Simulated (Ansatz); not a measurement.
CaF$_{2}$ (fluorite)

```
CELL_PARAMETERS angstrom
      0.00000     2.71960     2.71960
      2.71960     0.00000     2.71960
      2.71960     2.71960     0.00000
ATOMIC_POSITIONS crystal
  Ca 0.00000 0.00000 0.00000
  F  0.25000 0.25000 0.25000
  F  0.75000 0.75000 0.75000
```

The slice is a {100} plane (indices of the conventional cell) through the point (0.750, 0.750, 0.750) (fractional), spanned by u = [100] and v = [0 1 -1] in vectors of this cell: u (3.85 Å) and v (3.85 Å, at 90° to u). It covers one period; positions are fractions (u, v).

All values below come from r2SCAN (plane waves to 500 eV, PAW, scalar-relativistic; Ansatz, a first-principles code). k mesh 11×11×11. These are valence fields of a PAW run, semicore shells included where kept as valence: close to a nucleus they are smooth pseudo fields. CaF2 was relaxed with its symmetry unable to fall.

### Question
Sketch the valence electron density on this plane as a map.

### Answer
```
v \ u  0.00  0.11  0.21  0.32  0.43  0.54  0.64  0.75  0.86  0.96
-----  ----  ----  ----  ----  ----  ----  ----  ----  ----  ----
0.96    1.1   0.7  -0.2  -1.0  -1.3  -1.3  -1.2  -0.5   0.4   1.1
0.86    0.4   0.1  -0.6  -1.1  -1.2  -1.2  -1.2  -0.8  -0.1   0.4
0.75   -0.5  -0.7  -1.0  -0.9  -0.6  -0.5  -0.8  -1.0  -0.8  -0.5
0.64   -1.2  -1.2  -1.0  -0.3   0.3   0.4  -0.1  -0.8  -1.2  -1.2
0.54   -1.3  -1.3  -0.8   0.1   0.9   1.1   0.4  -0.5  -1.2  -1.3
0.43   -1.3  -1.3  -0.8   0.0   0.8   0.9   0.3  -0.6  -1.2  -1.3
0.32   -1.0  -1.1  -1.0  -0.5   0.0   0.1  -0.3  -0.9  -1.1  -1.0
0.21   -0.2  -0.4  -0.9  -1.0  -0.8  -0.8  -1.0  -1.0  -0.6  -0.2
0.11    0.8   0.4  -0.4  -1.1  -1.3  -1.3  -1.2  -0.7   0.1   0.7
0.00    1.1   0.8  -0.2  -1.0  -1.3  -1.3  -1.2  -0.5   0.4   1.1
```

Values: log₁₀ of the valence density in e/Å³. The scale is logarithmic, as a density can span decades between atoms and voids.
